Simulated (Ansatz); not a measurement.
# Compressing KMnF$_{3}$: a fit and a missing row

KMnF$_{3}$, Pm-3m, a = 4.181 Å. The structure is a COD entry; whether it is the stable form wasn't checked. Ansatz: PBEsol, PAW, 420 eV, Γ-centred 6×6×6 mesh on 5 atoms, Gaussian smearing 0.02 eV; collinear spin, largest moment 4.1 μB. Symmetry fixes shape and atoms, so the cell is only scaled; pressure is positive in compression.

| V (Å³/atom) | P (GPa) |
| --- | --- |
| 13.744 | ? |
| 14.183 | 2.23 |
| 14.622 | -0.04 |
| 15.060 | -1.95 |
| 15.499 | -3.56 |

Q: Take V0 = 14.622 Å³/atom, count pressures from its P0 = -0.04 GPa, fit the third-order Birch–Murnaghan form to the other rows, and predict the missing pressure.

A: With the Eulerian strain f = ½[(V0/V)^(2/3) − 1] and y = (P − P0)/[3f(1 + 2f)^(5/2)], the form is the line y = B0 + 1.5 B0 (B0′ − 4) f. Rows (f, y): 0.01027, 70.0; -0.00974, 68.7; -0.01904, 67.9. Means f = -0.006170, y = 68.867; Σ(Δf)² = 0.0004487, ΣΔfΔy = 0.03167; the slope is their ratio. y = 69.30 + 70.58 f GPa, so B0 = 69.3 GPa and B0′ = 4 + 2 × (70.58)/(3 × 69.30) = 4.68. At V = 13.744, f = 0.02107, y = 70.79 and P = 4.92 GPa. The run gave 4.91 GPa, so the fit is 0.01 GPa too high, a small miss on the scale of the series. The form still works here, 33 % of the fitted range beyond its end.

The cell holds one magnetic atom, so it can only be ferromagnetic; an antiferromagnetic order may lie lower.

Symmetry holds off the tilts and polar distortions that many cubic perovskites undergo.

Cost: 5 runs of about 1.2 core-minutes in all, on Arm Neoverse V1 (shared hosts).